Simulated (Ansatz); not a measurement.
The relaxed structure here is a generated cell of CuI: the first start was made by placing the elements on the sites of a structure type, and the end was not matched to a known phase here, so it may be hypothetical. Known forms of CuI include space group No. 216.

One stationary structure of CuI. Space group P6₂22 (No. 180). The numbers are results of r2SCAN (plane waves to 500 eV, PAW, scalar-relativistic; Ansatz, a quantum-chemistry and plane-wave program), not measurements.

```cif
data_Cu3I3
_chemical_formula_sum 'Cu3 I3'
_space_group_name_H-M_alt 'P 1'
_space_group_IT_number 1
_cell_length_a 4.21839
_cell_length_b 4.21839
_cell_length_c 9.75562
_cell_angle_alpha 90.000
_cell_angle_beta 90.000
_cell_angle_gamma 120.000
loop_
_space_group_symop_operation_xyz
  'x, y, z'
loop_
_atom_site_label
_atom_site_type_symbol
_atom_site_fract_x
_atom_site_fract_y
_atom_site_fract_z
_atom_site_occupancy
Cu1 Cu 0.50000 0.00000 0.50000 1
Cu2 Cu 0.00000 0.50000 0.16667 1
Cu3 Cu 0.50000 0.50000 0.83333 1
I1 I 0.50000 0.00000 0.00000 1
I2 I 0.00000 0.50000 0.66667 1
I3 I 0.50000 0.50000 0.33333 1
```

```json
{
  "volume_per_atom": "25.06 Å³",
  "band_gap": "1.13 eV, indirect (valence top at A, conduction bottom at Γ) (no spin-orbit coupling)",
  "smallest_direct_gap": "1.62 eV at 33 % of the way from Γ to A",
  "shortest_distances": "Cu–I 2.66 Å",
  "k-mesh": "9×9×4"
}
```

Band energies at high-symmetry points (eV from the VBM; labels of this space group; no spin-orbit coupling), from −5 eV up to 6.1 eV:

```tsv
point	energies
Γ	-4.22 -4.22 -3.95 -3.54 -3.35 -3.35 -3.11 -2.36 -2.36 -2.28 -2.24 -2.15 -2.15 -1.85 -1.77 -1.77 -1.35 -1.26 -1.26 -0.61 -0.52 -0.52 1.13 3.14 3.14 5.02 5.02 5.70 5.70
M	-4.56 -4.50 -4.44 -4.11 -3.92 -3.72 -2.27 -2.23 -2.14 -2.13 -2.10 -2.09 -2.01 -1.93 -1.90 -1.76 -1.72 -1.47 -1.33 -1.15 -1.05 1.92 2.55 2.69 3.24 3.32 5.63
K	-4.86 -4.86 -4.02 -3.98 -3.98 -2.30 -2.19 -2.17 -2.17 -2.04 -2.02 -2.02 -1.93 -1.91 -1.91 -1.63 -1.63 -1.56 -1.17 -1.17 1.87 3.01 3.01 5.34 5.34 5.66
A	-4.35 -4.35 -4.26 -4.07 -4.07 -3.47 -3.15 -3.15 -2.35 -2.35 -2.24 -2.21 -2.21 -2.12 -1.99 -1.52 -1.52 -1.35 -1.35 -1.27 -1.27 -1.14 0.00 2.38 2.38 3.13 4.58 5.47 5.94
L	-4.52 -4.35 -3.96 -3.81 -3.78 -2.20 -2.20 -2.15 -2.14 -2.09 -2.07 -1.98 -1.97 -1.90 -1.77 -1.71 -1.41 -1.31 -1.27 -1.13 1.70 2.63 3.03 3.22 4.92 4.94 5.18 5.53
H	-4.90 -4.90 -4.57 -4.57 -4.35 -3.93 -2.23 -2.23 -2.13 -2.13 -2.13 -2.05 -1.96 -1.90 -1.90 -1.81 -1.81 -1.70 -1.70 -1.37 -0.77 2.96 3.09 3.09 4.34 4.91 4.91 5.72
```

No spin polarisation in the result. Without spin-orbit coupling the bands of the heavy element are not split, so the gap can be far off.

The run could not lose the symmetry of its start, so the end can be a saddle point.
